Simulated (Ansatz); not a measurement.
Li₂Se (anti-fluorite, space group No. 225), PBE in the plane-wave PAW code Ansatz. The conduction-band minimum lies at X, with 3 equivalent valleys. Second derivatives d²E/dk² of the lowest band at one valley (eV·Å²), along Cartesian directions:

```csv
direction,d²E/dk²
[100],12.13
[010],24.14
[001],24.14
[110],18.13
[101],18.13
[011],24.13
```

Q: Find the principal effective masses, the density-of-states mass and the conductivity mass.

A: Off-diagonal terms follow from H_xy = H[110] − (H_xx + H_yy)/2, and m*/mₑ = 7.620 eV·Å² over each eigenvalue: 0.32, 0.32, 0.63. One valley's DOS mass (m₁m₂m₃)^(1/3) = 0.40, conductivity mass 3/(Σ 1/mᵢ) = 0.38 mₑ.

Q: What effective density of states Nc follows at 300 K for parabolic valleys?

A: Nc = 2.509e19 × 3 × (0.40)^(3/2) ≈ 1.9e19 cm⁻³.

Space group Fm-3m (anti-fluorite). The PBE relaxation kept the symmetry of its start. Spin–orbit coupling is left out wherever it is not named.

Potentials: the later of the program's two PAW sets.

Edges and masses are those of Kohn–Sham bands, whose gap is no quasiparticle gap.
